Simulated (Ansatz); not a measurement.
Ge (β-Sn type, I4_1/amd) under volume change, LDA in the plane-wave PAW code Ansatz, shape and atoms relaxed at each volume.

```json
[
 {"V (Å³/atom)": "16.280", "E − E(relaxed) (meV/atom)": "45.9", "P (GPa)": "9.99"},
 {"V (Å³/atom)": "16.817", "E − E(relaxed) (meV/atom)": "19.2", "P (GPa)": "6.08"},
 {"V (Å³/atom)": "17.353", "E − E(relaxed) (meV/atom)": "4.5", "P (GPa)": "2.77"},
 {"V (Å³/atom)": "17.890", "E − E(relaxed) (meV/atom)": "0.0", "P (GPa)": "0.00"},
 {"V (Å³/atom)": "18.427", "E − E(relaxed) (meV/atom)": "4.0", "P (GPa)": "-2.32"},
 {"V (Å³/atom)": "18.963", "E − E(relaxed) (meV/atom)": "15.1", "P (GPa)": "-4.25"},
 {"V (Å³/atom)": "19.500", "E − E(relaxed) (meV/atom)": "32.1", "P (GPa)": "-5.88"}
]
```

What does a third-order Birch–Murnaghan fit give for V₀, B₀ and B′?

V₀ = 17.89 Å³/atom, B₀ = 84.2 GPa, B′ = 4.9.

This is a known high-pressure phase of the composition, computed here at zero pressure and temperature. The LDA relaxation kept the symmetry of its start; of distortions, only those at the zone centre were tested.

Potentials: the earlier of the program's two PAW sets.
